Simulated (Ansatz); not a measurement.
# TiB2, one cell by several methods

```
CELL_PARAMETERS angstrom
3.02593 0.00000 0.00000
-1.51296 2.62053 0.00000
0.00000 0.00000 3.22877
ATOMIC_POSITIONS crystal
Ti 0.00000 0.00000 0.00000
B 0.33333 0.66667 0.50000
B 0.66667 0.33333 0.50000
```

Atom numbers follow the list: Ti1, B2, B3.

Structure from Materials Project entry mp-1145 (possibly hypothetical), not relaxed further.

Levels of theory: DFT, PBEsol, PAW with Ansatz's default frozen-core files, scalar-relativistic (Ansatz 0.2.0); DFT, PBEsol, all-electron PAW with datasets made for the crystal, scalar-relativistic (Ansatz 0.2.0); DFT, PBEsol, all-electron LAPW, scalar-relativistic (Ansatz 0.2.0).

For PAW: a Γ-centred 12×12×10 k mesh, Fermi–Dirac smearing of 0.03 eV, cutoff 420 eV, no spin polarisation; the PAW files were made with PBE, and the program remakes their frozen cores for this functional. The crystal-made all-electron datasets (AE datasets) take a cutoff of 360 eV at this cell. LAPW targets a basis error of 1 meV/atom. The Ansatz runs share mesh, smearing and spin set-up. Plane-wave (PAW) pressures include the program's estimate of the Pulay term.

Stress and pressure are positive in compression.

In a metal, gradients converge slowly with the k mesh: the values move by tens of per cent from one mesh to another, at times in sign, so only the comparison on one mesh counts.

Levels count from the Fermi level.

```json
{"quantity": "pressure (GPa)", "PAW": "-4.58", "AE datasets": "-4.61", "LAPW": "-4.62"}
{"quantity": "stress xx (GPa)", "PAW": "-3.50", "AE datasets": "-3.55", "LAPW": "-3.56"}
{"quantity": "stress zz (GPa)", "PAW": "-6.75", "AE datasets": "-6.73", "LAPW": "-6.74"}
{"quantity": "highest filled level at A (eV)", "PAW": "-0.192", "AE datasets": "-0.192", "LAPW": "-0.192"}
{"quantity": "lowest empty level at A (eV)", "PAW": "0.419", "AE datasets": "0.418", "LAPW": "0.418"}
{"quantity": "highest filled level at L (eV)", "PAW": "-3.146", "AE datasets": "-3.146", "LAPW": "-3.146"}
{"quantity": "lowest empty level at L (eV)", "PAW": "2.481", "AE datasets": "2.481", "LAPW": "2.481"}
{"quantity": "highest filled level at M (eV)", "PAW": "-2.311", "AE datasets": "-2.311", "LAPW": "-2.311"}
{"quantity": "lowest empty level at M (eV)", "PAW": "1.332", "AE datasets": "1.331", "LAPW": "1.331"}
{"quantity": "field gradient Vzz at Ti1 (10²¹ V/m²)", "PAW": "2.02", "AE datasets": "2.11", "LAPW": "–"}
```

PAW's pressure differs from the LAPW value by +0.03 GPa.
